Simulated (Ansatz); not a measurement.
SiNi$_{2}$:
```
SiNi2
1.0
    3.86828     0.00000     0.00000
   -1.93414     3.35003     0.00000
    0.00000     0.00000     4.91663
Si Ni
2 4
Direct
  0.66667   0.33333   0.25000
  0.33333   0.66667   0.75000
  0.33333   0.66667   0.25000
  0.66667   0.33333   0.75000
  0.00000   0.00000   0.50000
  0.00000   0.00000   0.00000
```

This is the PBEsol-relaxed structure. Cartesian axes are those of the cell as given.

Question: All from PBEsol in the plane-wave PAW code Ansatz, unless another level is named. Estimate the Hill bulk and shear moduli.

Answer: 227 and 68.1 GPa.

Question: Give the elastic constants (relaxed ions, GPa).

Answer: C11 = 355, C12 = 245, C13 = 122, C33 = 372, C44 = 56.4.

Question: What about the highest zone-centre frequency?

Answer: 407 cm⁻¹.

Space group P6_3/mmc. The workflow started from a Materials Project entry (that database holds measured and hypothetical structures alike); the Crystallography Open Database files this formula in space group No. 194, but the cells were not matched. Whether it is the stable phase at ambient conditions was not checked. Symmetry was held in the PBEsol relaxation; of distortions, only those at the zone centre were tested. No spin polarisation was allowed. As this level gives no gap, shear constants depend on the k-mesh and smearing (Fermi–Dirac, 0.1 eV here). As this level gives no gap, phonon frequencies hold no LO–TO term and depend on the k-mesh and smearing (Fermi–Dirac, 0.1 eV here).

Potentials: the later of the program's two PAW sets.
